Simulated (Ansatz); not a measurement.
YbCoGe2: what a change of hamiltonian.hubbard does

Level of theory: r2SCAN, collinear spin, scalar-relativistic; Ansatz, plane waves to 500 eV (PAW set soft_2), k-mesh 8×8×8. These are the settings of the reference run.

Cell:

```
Co Ge Yb
1.0
     2.08973   -8.27920    0.00000
     2.08973    8.27920    0.00000
     0.00000    0.00000    4.04924
Co Ge Yb
2 4 2
Direct
  0.68094 0.31906 0.75000
  0.31906 0.68094 0.25000
  0.54513 0.45487 0.75000
  0.45487 0.54513 0.25000
  0.24841 0.75159 0.75000
  0.75159 0.24841 0.25000
  0.89162 0.10838 0.75000
  0.10838 0.89162 0.25000
```

The reference run of this cell is solved again as a single point with these keys changed:

| key | reference run | changed run |
| --- | --- | --- |
| hamiltonian.hubbard | not typed | {sites: [{species: Yb, l: f, u_eff: 6.0}], double_counting: fll} |

How does the changed run end?



| quantity | reference run | changed run |
| --- | --- | --- |
| pressure (GPa) | 0.0 | 2.0 |
| largest force (eV/Å) | 0.00 | 0.10 |
| gap on the mesh (eV) | 0.00 | 0.00 |

The Hamiltonian isn't the same, so energies aren't compared. It took 26 iterations.

Caveats: the reference run: 4f shell without a U, which puts 4f levels too near the Fermi level; the reference run: net starting moment lost; the reference run: open f or d shells may hold a state above the lowest; a single point, atoms not relaxed again; a change of U can also leave the f or d shell in another state.
